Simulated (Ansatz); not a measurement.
These are results of DFT PBE, scalar-relativistic, plane waves, PAW, and for the lanthanide a 4f-in-core norm-conserving potential, in Ansatz, not measurements. All cells share a 690 eV cutoff and Γ-centred k meshes spaced at most about 0.3 Å⁻¹ (about 0.25 or finer for metals, 2π included). No spin polarisation in the final relaxations.

These are static total energies at zero pressure. All come from trial cells, and lower structures may exist.

Task: These unrelaxed guesses for HoGeF4 are each relaxed within their symmetry. Order them by the energy at which they end, lowest first.
1.

```
Ho Ge F
1.0
     4.38939    0.00000    0.00000
     0.00000    4.38939    0.00000
     0.00000    0.00000    5.19833
Ho Ge F
1 1 4
Direct
  0.00000 0.00000 0.50000
  0.00000 0.00000 0.00000
  0.00000 0.50000 0.79673
  0.50000 0.00000 0.79673
  0.00000 0.50000 0.20327
  0.50000 0.00000 0.20327
```

2.

```
Ho Ge F
1.0
     3.63607   -3.68305    0.00000
     3.63607    3.68305    0.00000
     0.00000    0.00000    3.41800
Ho Ge F
1 1 4
Direct
  0.50000 0.50000 0.50000
  0.00000 0.00000 0.00000
  0.19841 0.19841 0.50000
  0.80159 0.80159 0.50000
  0.69764 0.30236 0.00000
  0.30236 0.69764 0.00000
```

3.

```
Ho Ge F
1.0
     3.81224    0.00000    0.00000
     0.00000    3.81224    0.00000
     0.00000    0.00000    6.51093
Ho Ge F
1 1 4
Direct
  0.00000 0.00000 0.50000
  0.00000 0.00000 0.00000
  0.50000 0.50000 0.83478
  0.50000 0.50000 0.16522
  0.00000 0.00000 0.78347
  0.00000 0.00000 0.21653
```

Result: 2 (ends in Cmmm, 0 meV/atom), 1 (ends in P4/mmm, 143 meV/atom), 3 (ends in P4/mmm, 1.00 eV/atom).

Weakly bound directions are ill-defined at this level, which has no dispersion term (Cmmm), and this can change margins and order among such cells. In Cmmm, P4/mmm at 15.3 Å³/atom, P4/mmm at 17.1 Å³/atom an odd number of valence electrons (the lanthanide is held trivalent, its 4f shell in the core) allows no gap without spin; another valence of the lanthanide, a larger cell or a magnetic state could open one. Cells relaxed within their symmetry can be saddle points. Some structure types and database cells were kept out of the candidates from the start, so a known form may be missing.

The lanthanide is trivalent by construction, without f bands, f moments or other valences.
